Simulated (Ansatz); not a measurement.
With DFT-PBE in the program Ansatz with PAW potentials, AlB₂W₂ in the orthorhombic phase (Cmmm; Al on 2a, W on 4j, B on 4i) relaxes to a = 3.090 Å, b = 11.592 Å, c = 3.140 Å. Its formation energy from the elements is -0.28 eV/atom, with no fitted shifts.

Electronic character: metallic (no gap).

The start of the workflow was typed in or built on a structure type; neither database checked (COD, Materials Project) lists it. Its standing as an ambient phase is unchecked. The cell was relaxed with PBE under the symmetry of its start; its stability against distortions is not shown here. No spin polarisation was allowed. The references are the lowest solids computed at this level, not always the standard phases. Scalar-relativistic: spin–orbit coupling is off unless named, which matters more the heavier the elements.

Potentials: the later of the program's two PAW sets.
